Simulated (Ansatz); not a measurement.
Starting cell, TiN (rock salt):

```
TiN
1.0
    0.00000     4.24692     4.24692
    2.12346     2.12346     4.24692
    2.12346     2.12346     0.00000
N Ti
2 2
Direct
  0.00000   0.00000   0.00000
  0.50000   0.00000   0.00000
  0.00000   0.50000   0.50000
  0.50000   0.50000   0.50000
```

The atoms are displaced by Q × the pattern below (from a DFPT mode at X = (0.5, 0.5, 0.0), largest move 1; Q in Å), at fixed cell. (q is in reciprocal vectors of the primitive cell; the cell shown is doubled to hold the pattern.)

```
atom      x      y       z
----  -----  -----  ------
N1    0.000  0.000   1.000
N2    0.000  0.000  -1.000
Ti3   0.000  0.000  -0.058
Ti4   0.000  0.000   0.058
```

The numbers are results of PBE (plane waves to 420 eV, PAW, scalar-relativistic; Ansatz, an electronic-structure program), not measurements. k mesh 19×19×19 (Γ-centred), Fermi-Dirac smearing 0.05 eV. Energies are smeared free energies. Compression counts positive. With partly filled bands, energies and forces of such displacements shift with the k mesh and the smearing. TiN is run without spin polarisation. TiN was relaxed with its symmetry unable to fall. ΔE is measured from the undisplaced structure.

```
Q (Å)   P (GPa)  −dE/dQ from forces (eV/Å)  ΔE (meV/cell)
------  -------  -------------------------  -------------
-0.100      1.8                      3.120            155
-0.083      1.2                      2.586            107
-0.067      0.8                      2.060             68
-0.050      0.4                      1.541              ?
-0.033      0.2                      1.026              ?
-0.017      0.1                      0.513              4
0.000       0.0                      0.000              0
0.017       0.1                     -0.513              4
0.033       0.2                     -1.026              ?
0.050       0.4                     -1.541              ?
0.067       0.8                     -2.060             68
0.083       1.2                     -2.586            107
0.100       1.8                     -3.120            155
```

Problem. Complete the blanks.

Solution. 
- -0.050, ΔE (meV/cell): 38
- -0.033, ΔE (meV/cell): 17
- 0.033, ΔE (meV/cell): 17
- 0.050, ΔE (meV/cell): 38

(A displaced cell: forces are minus the slopes of the energy, force constants its curvatures, and phonons follow from these.)
